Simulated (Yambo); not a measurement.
A G0W0@PBEsol run in Yambo for CsNbP2O8 (space group C2/m, No. 12) (2×2×1 Γ-centred k mesh, bands 2 to 295 and a 7 Ry block in the screening, 295 bands in G with the Bruneval-Gonze terminator, plasmon pole fitted at 27.2 eV) gives these matrix elements, in eV, at the band edges ((-0.5, -0.5, 0) → Γ):

```json
[
 {"state": "valence edge", "E0": "0.000", "<Vxc>": "-19.770", "<Σx>": "-25.308", "<Σc(E0)>": "4.321", "Z": "0.787"},
 {"state": "conduction edge", "E0": "2.655", "<Vxc>": "-16.801", "<Σx>": "-10.794", "<Σc(E0)>": "-4.283", "Z": "0.811"}
]
```

**Question.** Solve the linearised quasiparticle equation for both states, give the gap, and say how exchange and correlation each act on it.

**Answer.** E = E0 + Z(Σx + Σc − Vxc). Valence: 0.000 + 0.787 × (-25.308 + (4.321) − (-19.770)) = -0.96 eV. Conduction: 2.655 + 0.811 × (-10.794 + (-4.283) − (-16.801)) = 4.05 eV. The gap is 5.01 eV, against 2.65 eV in PBEsol. Replacing Vxc by bare exchange alone would open it by 11.55 eV; correlation takes back 8.60 eV of that, and Z scales what is left. Nearest settings tried, and what they do to the gap: 193 bands in W, 193 bands in G: +50 meV; 6 Ry block (347 vectors against 407): -1 meV. Not varied: mesh. So the settings aren't converged at that level. The k mesh is coarse. Spin-orbit splittings are left out.

Geometry of the Materials Project entry, not relaxed at this level; primitive cell a = b = 5.101 Å, c = 8.774 Å, α = β = 92.92°, γ = 62.09°.
